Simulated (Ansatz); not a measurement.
From barrier to diffusion: Ni in Si

Method: Ansatz, DFT r2SCAN, scalar-relativistic, plane waves, PAW. Run with 500 eV cutoff, 2×2×2 k-mesh, Gaussian smearing of 0.02 eV, no spin polarisation.

Host crystal, relaxed:

```yaml
crystal:
  lattice:
    - [0.00000, 2.72185, 2.72185]
    - [2.72185, 0.00000, 2.72185]
    - [2.72185, 2.72185, 0.00000]
  atoms:
    - { symbol: Si, position: [0.75000, 0.75000, 0.75000] }
    - { symbol: Si, position: [0.50000, 0.50000, 0.50000] }
```

In a supercell of 16 host sites, interstitial Ni hops to an equivalent place, moving 0.76 Å. Climbing-image nudged elastic band at fixed cell; the order of the saddle wasn't checked, and the small cell leaves errors of about a tenth of an eV. Both ends share most of their nearest neighbours, so the atom only shifts within one site or cage, and diffusion needs further steps that weren't computed.

| image | path (Å) | E − E(0) (eV) |
| --- | --- | --- |
| 0 | 0.00 | 0.000 |
| 1 | 0.21 | 0.015 |
| 2 | 0.41 | 0.053 |
| 3 | 0.62 | 0.087 |
| 4 | 0.82 | 0.053 |
| 5 | 1.03 | 0.015 |
| 6 | 1.23 | 0.000 |

Q: What are the barriers forward and back, and what attempt frequency does the shape suggest?

A: Forward 0.09 eV, back 0.09 eV, the ends being level. For a sinusoidal profile E_b sin²(πx/l), with the Ni atom alone moving, ν = (1/l)√(E_b/2m) = 3.5×10¹² s⁻¹, within an order of magnitude of the customary 10¹³ s⁻¹; a true prefactor needs the vibrations at the minimum and at the saddle.

Q: With ν = 10¹³ s⁻¹, give the forward jump rate along this one path, the wait 1/k for that jump, the diffusivity D ≈ l²k and the distance √(Dt) covered in an hour at 300, 600 and 1000 K, taking the host as solid throughout.

A: k = ν exp(−E_b/k_BT):
```json
{"T (K)": "300", "k (1/s)": "3.5×10¹¹", "wait (s)": "2.9×10⁻¹²", "D (cm²/s)": "2.0×10⁻⁵", "√(Dt) in 1 h (nm)": "2.7×10⁶"}
{"T (K)": "600", "k (1/s)": "1.9×10¹²", "wait (s)": "5.4×10⁻¹³", "D (cm²/s)": "1.1×10⁻⁴", "√(Dt) in 1 h (nm)": "6.3×10⁶"}
{"T (K)": "1000", "k (1/s)": "3.7×10¹²", "wait (s)": "2.7×10⁻¹³", "D (cm²/s)": "2.1×10⁻⁴", "√(Dt) in 1 h (nm)": "8.7×10⁶"}
```

D = l²k holds for six equivalent jumps in three dimensions (z l²k/6) and is a scale otherwise. Long-range transport needs a connected net of such jumps, and traps slow it. D is that of an interstitial already there. An error of 0.1 eV in the barrier changes k by a factor of 48 at 300 K and 3.2 at 1000 K.

Cost: 1 run of about 24 core-minutes, on Intel Xeon Processor @ 2.50GHz (Skylake/Cascade Lake) (shared hosts).